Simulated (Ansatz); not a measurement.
rocksalt-structured LaP

Level of theory: DFT, PBEsol, scalar-relativistic, no spin polarisation; plane waves to 420 eV with PAW datasets (Ansatz 0.2.0), 10×10×10 k-mesh, Gaussian smearing of 0.05 eV; PAW files: Ansatz's generated set soft_2.

```
La P
1.0
     0.00000    2.98931    2.98931
     2.98931    0.00000    2.98931
     2.98931    2.98931    0.00000
La P
1 1
Direct
  0.50000 0.50000 0.50000
  0.00000 0.00000 0.00000
```

The start was a prototype's sites filled with these elements; the Crystallography Open Database holds the compound in this structure.

The cell is relaxed to zero pressure at this level.

The cell has space group Fm-3m (read at 0.01 Å). In it the stress is -0.01, -0.01, -0.01, 0.00, 0.00, 0.00 GPa and the largest force component 0.000 eV/Å. Each change below starts from this cell, without further relaxation. Stress is in GPa, positive in compression, in the order xx, yy, zz, yz, xz, xy; energies are counted from the cell above and are free energies with the smearing's entropy, which match forces and stress in a metal.

**Question.** What happens when atom 1 (La) is moved by 0.20 Å along z?

**Answer.** The energy changes by 64.3 meV per cell, and the force on it along the shift is -0.758 eV/Å (−F/u = 3.79 eV/Å²). Stress: -0.47, -0.47, 3.07, 0.00, 0.00, 0.00.
```
atom  Fx (eV/Å)     Fy      Fz
 La1      0.000  0.000  -0.758
  P2      0.000  0.000   0.758
```
In a harmonic crystal the energy would rise by −½F·u = ½ × 3.79 × 0.20² eV = 75.8 meV, close to the run's value; the rest is anharmonic or numerical.

**Question.** What stress follows from an engineering strain of 3 % in zz, atoms carried along?

**Answer.** -0.76, -0.76, -4.52, 0.00, 0.00, 0.00 GPa; the energy changes by 24.0 meV per cell.
The change of the stress over the strain gives a clamped-atom stiffness of about 150 GPa for this component, a secant value that lies under the elastic constant in tension and over it in compression, by several per cent for each per cent of strain.
In a harmonic crystal the energy would rise by V(½Cε² − σ₀ε), with σ₀ the stress of the unstrained cell, = 22.7 meV, close to the run's value; the rest has the sign of the anharmonic part, which a secant stiffness overstates.

No spin–orbit coupling, a notable omission for heavy elements.
